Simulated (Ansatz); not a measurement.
Sn₄Pd (space group Ccce)

```xyz
10
Lattice="3.1903 -5.6683 0.0000 3.1903 5.6683 0.0000 0.0000 0.0000 6.3350" Properties=species:S:1:pos:R:3 pbc="T T T"
Sn     2.1159     1.4302     2.0974
Sn     4.2647    -1.4302     2.0974
Sn     2.1159    -1.4302     4.2376
Sn     4.2647     1.4302     4.2376
Sn     1.0744    -1.4302     1.0701
Sn     5.3061     1.4302     1.0701
Sn     1.0744     1.4302     5.2649
Sn     5.3061    -1.4302     5.2649
Pd     3.1903     0.0000     0.0000
Pd     0.0000     0.0000     3.1675
```

The atoms are displaced by Q × the pattern below (from a DFPT mode at Γ, largest move 1; Q in Å), at fixed cell.

| atom | x | y | z |
|---|---|---|---|
| Sn1 | 0.122 | 0.775 | 0.363 |
| Sn2 | 0.122 | 0.775 | -0.363 |
| Sn3 | 0.122 | -0.775 | -0.363 |
| Sn4 | 0.122 | -0.775 | 0.363 |
| Sn5 | -0.122 | -0.775 | -0.363 |
| Sn6 | -0.122 | -0.775 | 0.363 |
| Sn7 | -0.122 | 0.775 | 0.363 |
| Sn8 | -0.122 | 0.775 | -0.363 |
| Pd9 | -1.000 | 0.000 | 0.000 |
| Pd10 | 1.000 | 0.000 | 0.000 |

Level of theory: LDA (plane waves to 420 eV, PAW, scalar-relativistic; Ansatz, a program for electronic structure). k mesh 9×9×8 (Γ-centred), Fermi-Dirac smearing 0.05 eV. The energy includes the smearing's −TS. With partly filled bands, energies and forces of such displacements shift with the k mesh and the smearing. Sn4Pd is run without spin polarisation. Sn4Pd was relaxed with its symmetry unable to fall. The zero of ΔE is the undisplaced structure. The last digit holds for this mesh only.

```
Q (Å)    ΔE (meV/cell)
-------  -------------
-0.1000          134.7
-0.0833           93.4
-0.0667       withheld
-0.0500           33.6
-0.0333           14.9
-0.0167            3.7
0.0000             0.0
0.0167             3.7
0.0333            14.9
0.0500            33.6
0.0667        withheld
0.0833            93.4
0.1000           134.7
```

Question: Fit an even polynomial form (powers 2, 4) to the given rows and predict ΔE at Q = -0.0667.

Answer: Least squares on the 11 given rows: ΔE = (13430)·Q² + (3789)·Q⁴, in meV/cell with Q in Å; root-mean-square residual 0.02 meV/cell. At -0.0667 the fit gives 59.8 meV/cell; the calculation gives 59.8 meV/cell, the same to the digits shown. The quadratic term alone would give 59.7 meV/cell.

(A displaced cell: forces are minus the slopes of the energy, force constants its curvatures, and phonons follow from these.)
